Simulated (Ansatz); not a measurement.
Relaxing an invented Cu2H3 structure

Theory: DFT PBE, scalar-relativistic, plane waves, PAW in Ansatz 0.2.0. Cutoff 420 eV, Gaussian smearing, Γ-centred meshes. Cell and atoms relax first on a coarse mesh and then on a finer one. In between, the cell is made exact in the group found at 0.06 Å. In metals the finer mesh still leaves noise of several meV/atom or more. The steps can't lower the symmetry of their start. No spin polarisation.

The guess for Cu2H3 was made by a generator: random cell by space group and Wyckoff sites (P6/mmm, No. 191). Lengths were set from tabulated atomic sizes, so they are only a guess.

```cif
data_structure
_symmetry_space_group_name_H-M 'P6/mmm'
_symmetry_Int_Tables_number 191
_cell_length_a 3.3706
_cell_length_b 3.3706
_cell_length_c 4.8234
_cell_angle_alpha 90.000
_cell_angle_beta 90.000
_cell_angle_gamma 120.000
_cell_volume 47.46
loop_
_atom_site_label
_atom_site_type_symbol
_atom_site_symmetry_multiplicity
_atom_site_Wyckoff_symbol
_atom_site_fract_x
_atom_site_fract_y
_atom_site_fract_z
_atom_site_occupancy
Cu1 Cu 2 d 0.33333 0.66667 0.50000 1
H1 H 2 c 0.33333 0.66667 0.00000 1
H2 H 1 b 0.00000 0.00000 0.50000 1
```

The zero of energy is the elements' standard structures at the same level (H₂ as a molecule); no fitted shifts are applied.

Task: Describe the relaxed structure.

Result: The symmetry stays P6/mmm (No. 191). The volume per atom shrinks by 3.1 %, from 9.5 to 9.2 Å³. The shortest distance goes from 1.95 Å (Cu–H, Cu–Cu and H–H) to 1.59 Å (Cu–H). The ratio c/a of the conventional cell changes by a factor of 0.54. The energy falls by about 0.88 eV/atom (the start's value is from the coarse mesh). Conventional cell: a = 4.091 Å, c = 3.172 Å. Around Cu lie 2 H at 1.59 Å, 3 H at 2.36 Å and 3 Cu at 2.36 Å; H on a site of symmetry -6m2 has 2 Cu at 1.59 Å; around H on a site of symmetry 6/mmm lie 6 Cu at 2.36 Å.

```
Cu H
1.0
     4.09110    0.00000    0.00000
    -2.04555    3.54300    0.00000
     0.00000    0.00000    3.17232
Cu H
2 3
Direct
  0.33333 0.66667 0.50000
  0.66667 0.33333 0.50000
  0.33333 0.66667 0.00000
  0.66667 0.33333 0.00000
  0.00000 0.00000 0.50000
```

Task: Give its energy and gap.

Result: The formation energy is +0.62 eV/atom and the gap on the 12×12×12 mesh of the 5-atom cell is 0 eV (a metal).

The separate elements lie lower, so it is unstable against them.

The last run used Gaussian smearing of 0.10 eV. The cell is a metal run without spin; a magnetic state may lie lower. With hydrogen, zero-point motion can shift formation energies by some tens of meV/atom. Symmetry constrained the relaxation, so the result can be a saddle point. In all, the 4 runs took 2.1 min on 1 thread of Arm Neoverse N1, on a shared host.
